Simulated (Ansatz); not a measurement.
## NiSi2 (fluorite type, space group Fm-3m): scan of one atom of the cell

NiSi2 (fluorite type, space group Fm-3m)

```
NiSi2
1.0
    0.00000     2.72225     2.72225
    2.72225     0.00000     2.72225
    2.72225     2.72225     0.00000
Ni Si
1 2
Cartesian
  0.00000   0.00000   0.00000
  1.36113   1.36113   1.36113
  4.08338   4.08338   4.08338
```

In each cell atom 3 (Si, nearest neighbour Ni at 2.358 Å; its periodic images, 3.8 Å or more away, move with it) moves by s·(0.000, 0.000, 1.000) (along Cartesian z), the rest being held.

Level of theory: PBE (plane waves to 420 eV, PAW, scalar-relativistic; Ansatz, a first-principles code). k mesh 12×12×12 (Γ-centred), Fermi-Dirac smearing 0.05 eV. The energy includes the smearing's −TS. Compression counts positive. With partly filled bands, energies and forces of such displacements shift with the k mesh and the smearing. F∥ is the force on the atom along that direction. NiSi2 is run without spin polarisation. NiSi2 was relaxed with its symmetry unable to fall. The zero of ΔE is the undisplaced structure.

```json
[
 {"s (Å)": "-0.470", "ΔE (meV/cell)": "895", "P (GPa)": "11.6", "F∥ (eV/Å)": "4.164"},
 {"s (Å)": "-0.376", "ΔE (meV/cell)": "554", "P (GPa)": "7.3", "F∥ (eV/Å)": "3.114"},
 {"s (Å)": "-0.282", "ΔE (meV/cell)": "304", "P (GPa)": "4.0", "F∥ (eV/Å)": "2.235"},
 {"s (Å)": "-0.188", "ΔE (meV/cell)": "132", "P (GPa)": "1.8", "F∥ (eV/Å)": "1.437"},
 {"s (Å)": "-0.094", "ΔE (meV/cell)": "32", "P (GPa)": "0.4", "F∥ (eV/Å)": "0.691"},
 {"s (Å)": "0.000", "ΔE (meV/cell)": "0", "P (GPa)": "0.0", "F∥ (eV/Å)": "0.000"},
 {"s (Å)": "0.094", "ΔE (meV/cell)": "32", "P (GPa)": "0.4", "F∥ (eV/Å)": "-0.691"},
 {"s (Å)": "0.188", "ΔE (meV/cell)": "132", "P (GPa)": "1.8", "F∥ (eV/Å)": "-1.437"},
 {"s (Å)": "0.282", "ΔE (meV/cell)": "304", "P (GPa)": "4.0", "F∥ (eV/Å)": "-2.235"},
 {"s (Å)": "0.376", "ΔE (meV/cell)": "554", "P (GPa)": "7.3", "F∥ (eV/Å)": "-3.114"},
 {"s (Å)": "0.470", "ΔE (meV/cell)": "895", "P (GPa)": "11.6", "F∥ (eV/Å)": "-4.164"}
]
```

Derived quantities:

* **Energy at s = 0.470 Å**: 895 meV/cell
* **Force along the line at s = -0.470 Å**: 4.16 eV/Å
* **Symmetry of the curve**: even: the same for both signs
* **Shape of the curve**: a single well with its minimum at or next to zero displacement
* **Force constant k = d²E/ds² at s = 0 (finite differences)**: 7.25 eV/Å²
* **Harmonic estimate at the end of the scan**: ½ks² = 801 meV/cell against the computed 895 meV/cell, so the well is stiffer than harmonic there

(For displaced atoms, the force is minus the slope of the energy, and its curvature is a force constant, which sets phonon frequencies.)
